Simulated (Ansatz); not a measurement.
The start is a relaxed TiB2 cell, doubled along one cell vector, shaken by Gaussian noise of σ = 0.08 Å a coordinate. A full variable-cell relaxation at zero pressure is run with r2SCAN (plane waves to 500 eV, PAW, scalar-relativistic; Ansatz, a first-principles code). First-step values are on the input's coarse k-mesh.

Ansatz input (later rounds restart from its end on a renewed k-mesh):
Ansatz 0.2 input:
```yaml
crystal:
  lattice:
    - [-1.6982095955, 2.1217529814, 2.3457810144]
    - [3.396419191, -4.2435059628, 4.6915620288]
    - [1.6982095955, 2.1217529814, -2.3457810144]
  atoms:
    - { symbol: Ti, position: [0.0066934788, 0.013471655, -0.019515996] }
    - { symbol: Ti, position: [0.0111940696, 0.5125212862, 0.0490231283] }
    - { symbol: B, position: [0.316698503, 0.4083629527, 0.5054970736] }
    - { symbol: B, position: [0.3176570441, 0.9103859556, 0.4958847065] }
    - { symbol: B, position: [0.695287937, 0.1196268385, 0.5006164212] }
    - { symbol: B, position: [0.7148149659, 0.5992218359, 0.5246186171] }
basis: { ecutwfc: 500, ecutrho_ratio: 4, xc_grid: 4, fft_grid_basis: typed }
kpoints: { mp_grid: { grid: [7, 4, 9] } }
hamiltonian:
  xc: r2scan
  dispersion: none
  pseudopotentials: { kind: paw }
scf: { occupations: { method: fermi_dirac, width: 0.05 } }
relax: { f_tol: 0.01, max_steps: 100, cell: { stress_tol: 0.02 } }
output: { forces: true, stress: true }
```

**Question.** What pressure does the first self-consistent step give?

**Answer.** -4 GPa (negative: the cell is under tension).

**Question.** Which atoms feel the largest initial force, and how large is it?

**Answer.** About 2.7 eV/Å, on B5 (atoms numbered as listed).

**Question.** Is the parent structure recovered?

**Answer.** It does not go back: it reaches I4₁/amd (No. 141), 1.39 eV/atom below the parent.

**Question.** How do the shortest distances between atoms change?

**Answer.** The closest pairs of elements (up to four, under 3.6 Å), start → end: B–B 1.79 → 1.74 Å; B–Ti 2.13 → 2.34 Å; Ti–Ti 3.30 → 3.05 Å.

**Question.** What band gap does the relaxed structure have at this level?

**Answer.** Zero (metallic).

**Question.** What does it relax into? Give the structure.

**Answer.** 
Space group I4₁/amd, origin choice 1 (No. 141); a = b = 3.106 Å, c = 10.518 Å, α = β = γ = 90.00°

```tsv
atom	site	symmetry	x	y	z
Ti	4a	-4m2	0.0000	0.0000	0.0000
B	8e	2mm.	0.0000	0.0000	0.4171
```
(The calculation used a cell of 6 atoms; values per cell refer to that cell.)

Final values are on a 20×20×20 k-mesh of the relaxed cell. No spin polarisation in the result.

The relaxed structure here is a generated cell of TiB2: the first start was made by placing the elements on the sites of a structure type, and the end was not matched to a known phase here, so it may be hypothetical. Known forms of TiB2 include space group No. 191.
